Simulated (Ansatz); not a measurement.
## Frozen-phonon scan for SiO2 (space group P4_32_12)

Relaxed SiO2 (space group P4_32_12):

```
SiO2
1.0
    4.94583     0.00000     0.00000
    0.00000     4.94583     0.00000
    0.00000     0.00000     6.87356
Si O
4 8
Direct
  0.19586   0.19586   0.00000
  0.30414   0.69586   0.75000
  0.80414   0.80414   0.50000
  0.69586   0.30414   0.25000
  0.61285   0.73741   0.68310
  0.76259   0.11285   0.43310
  0.38715   0.26259   0.18310
  0.23741   0.88715   0.93310
  0.11285   0.76259   0.56690
  0.26259   0.38715   0.81690
  0.88715   0.23741   0.06690
  0.73741   0.61285   0.31690
```

A phonon eigenvector at Γ is frozen into this cell: atom i moves by Q times the vector below, so Q is the largest atomic displacement, in Å. The cell is held.

| atom | x | y | z |
|---|---|---|---|
| Si1 | -0.379 | 0.379 | -0.236 |
| Si2 | 0.379 | 0.379 | 0.236 |
| Si3 | 0.379 | -0.379 | -0.236 |
| Si4 | -0.379 | -0.379 | 0.236 |
| O5 | -0.778 | -0.188 | 0.599 |
| O6 | -0.188 | 0.778 | -0.599 |
| O7 | 0.778 | 0.188 | 0.599 |
| O8 | 0.188 | -0.778 | -0.599 |
| O9 | -0.778 | 0.188 | -0.599 |
| O10 | -0.188 | -0.778 | 0.599 |
| O11 | 0.778 | -0.188 | -0.599 |
| O12 | 0.188 | 0.778 | 0.599 |

These are LDA (plane waves to 420 eV, PAW, scalar-relativistic; Ansatz, a first-principles code) values and carry that method's errors. k mesh 6×6×4 (Γ-centred), Fermi-Dirac smearing 0.05 eV. The energy includes the smearing's −TS. Stress and pressure are positive under compression. SiO2 was relaxed with its symmetry unable to fall. The zero of ΔE is the undisplaced structure.

```csv
Q (Å),ΔE (eV/cell),P (GPa),−dE/dQ from forces (eV/Å)
-0.180,13.284,36.0,166.491
-0.150,8.866,24.7,129.067
-0.120,5.487,15.6,96.976
-0.090,3.005,8.7,69.097
-0.060,1.310,3.8,44.344
-0.030,0.324,0.9,21.658
0.000,0.000,0.0,0.000
0.030,0.324,0.9,-21.658
0.060,1.310,3.8,-44.344
0.090,3.005,8.7,-69.097
0.120,5.487,15.6,-96.976
0.150,8.866,24.7,-129.067
0.180,13.284,36.0,-166.491
```

What the scan shows:

```
Quantity                                                                                                             Result
-----------------------------------------------------------  --------------------------------------------------------------
Energy at Q = 0.180 Å                                                                                        13284 meV/cell
Space group of the distorted cell                                                P2_12_12_1 (No. 19), lowered from P4_32_12
Symmetry of the curve                                                                         even: the same for both signs
Shape of the curve                                           a single well with its minimum at or next to zero displacement
Harmonic wavenumber from the curvature (finite differences)                                                       1081 cm⁻¹
Wavenumber by perturbation theory (DFPT, on another k mesh)                                                       1081 cm⁻¹
```

(For displaced atoms, the force is minus the slope of the energy, and its curvature is a force constant, which sets phonon frequencies.)
